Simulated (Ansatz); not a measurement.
**Stationary points along a deformation path in Al**

Level of theory: DFT LDA, scalar-relativistic, plane waves, PAW (Ansatz). Settings: plane waves to 420 eV, k-mesh 24×24×24 (Γ-centred), Methfessel–Paxton smearing 0.2 eV. No spin polarisation. Energies are free energies at this smearing, counted from the undisturbed cell; pressure is positive in compression.

Zero of the scan (as given, not relaxed at this level; it stands at 0.4 GPa; this bcc form isn't the usual structure):

```
Al
1.0
    -1.59122    1.59122    1.59122
     1.59122   -1.59122    1.59122
     1.59122    1.59122   -1.59122
Al
1
Direct
  0.00000 0.00000 0.00000
```

At fixed volume and fractional coordinates, lengths along (0.577, 0.577, 0.577) are scaled against those across it; ρ is that ratio over its starting value. V = 16.116 Å³/atom. Δσ is the stress along the axis less the mean stress across it (compression positive).

```csv
ρ,ΔE (meV/atom),Δσ (GPa),space group
0.500,5327.6,344.52,R-3m
0.600,2086.6,184.61,R-3m
0.710,689.6,78.47,R-3m
0.850,108.5,22.74,R-3m
0.930,17.6,8.22,R-3m
1.000,0.0,0.00,Im-3m
1.080,15.5,-5.73,R-3m
1.200,77.8,-11.80,R-3m
1.410,219.6,-13.19,R-3m
1.700,366.3,-9.11,R-3m
2.000,427.5,0.00,Pm-3m
```

Question: How does the stress give the slope of the energy, and where is the energy stationary?

Answer: Along the path d ln(length) is 2/3 d ln ρ on the axis and −1/3 d ln ρ across it, so dE/d ln ρ = −(2/3) V Δσ: the energy falls with ρ where Δσ is positive. Δσ vanishes or changes sign at ρ = 1.000 (Im-3m), a minimum at 0.0 meV/atom; at ρ = 2.000 (Pm-3m, an end of the scan), at 427.5 meV/atom. Pairs of stationary points between two samples would go unseen, and could change a minimum read from distant neighbours into a maximum. At ρ = 1.000, 2.000 the cell is cubic, where symmetry alone makes the stress isotropic and the slope zero.

Question: Which shear constant sets the curvature at ρ = 1?

Answer: For a cubic crystal E/V = (2/3) C (ln ρ)² with C = C44, so Δσ = −2C ln ρ. The parabola of Δσ against ln ρ through ρ = 0.930, 1 and 1.080 gives C ≈ 47 GPa with the ions clamped, rough because the steps are large.

In a metal these slopes depend on the k mesh and the smearing.

Cost: 11 runs of about 1.2 core-minutes in all, on Arm Neoverse V2 (shared hosts).